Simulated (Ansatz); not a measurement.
The relaxed structure here is a generated cell of P: the first start was made by placing the elements on the sites of a structure type, and the end was not matched to a known phase here, so it may be hypothetical. Known forms of P include space group No. 64.

A relaxed cell of P (Ia-3 (No. 206)), relaxed on a k-mesh at least as fine as the one used below. All values below come from PBEsol (plane waves to 420 eV, PAW, scalar-relativistic; Ansatz, a program for electronic structure). Γ-centred k-mesh 7×7×7 on the run's cell (coarser than for final values), Fermi–Dirac smearing 0.05 eV.

```
P
1.0
   -6.50494     6.50494     6.50494
    0.00000     0.00000     6.50494
    0.00000     6.50494     0.00000
P
16
Direct
  0.85210   0.29579   0.29579
  0.35210   0.29579   0.29579
  0.14790   0.00000   0.20421
  0.64790   0.00000   0.20421
  0.64790   0.20421   0.50000
  0.14790   0.20421   0.50000
  0.85210   0.50000   0.00000
  0.35210   0.50000   0.00000
  0.64790   0.70421   0.70421
  0.14790   0.70421   0.70421
  0.85210   0.00000   0.79579
  0.35210   0.00000   0.79579
  0.35210   0.79579   0.50000
  0.85210   0.79579   0.50000
  0.14790   0.50000   0.00000
  0.64790   0.50000   0.00000
```

The atoms are displaced along an unstable phonon of this cell by (Å):

```tsv
atom	ux	uy	uz
P1	-0.078	0.011	-0.127
P2	0.078	-0.011	0.127
P3	0.078	-0.011	-0.127
P4	-0.078	0.011	0.127
P5	-0.078	-0.011	-0.127
P6	0.078	0.011	0.127
P7	-0.078	-0.011	0.127
P8	0.078	0.011	-0.127
P9	-0.078	0.011	-0.127
P10	0.078	-0.011	0.127
P11	-0.078	0.011	0.127
P12	0.078	-0.011	-0.127
P13	0.078	0.011	0.127
P14	-0.078	-0.011	-0.127
P15	0.078	0.011	-0.127
P16	-0.078	-0.011	0.127
```

Task: What forces (eV/Å) and pressure result?

Result: 
```csv
atom,Fx,Fy,Fz
P1,0.20,-0.17,-0.34
P2,0.25,0.25,-0.02
P3,-0.20,0.17,-0.34
P4,-0.25,-0.25,-0.02
P5,-0.25,0.25,0.02
P6,-0.20,-0.17,0.34
P7,0.20,0.17,0.34
P8,0.25,-0.25,0.02
P9,-0.25,-0.25,0.02
P10,-0.20,0.17,0.34
P11,0.20,-0.17,0.34
P12,0.25,0.25,0.02
P13,0.25,-0.25,-0.02
P14,0.20,0.17,-0.34
P15,-0.20,-0.17,-0.34
P16,-0.25,0.25,-0.02
```

Pressure +1.3 GPa.

The undisplaced cell is probably no minimum: from this displacement the run went on to Pcca (No. 54), 0.22 eV/atom below it.

No spin polarisation in the result.
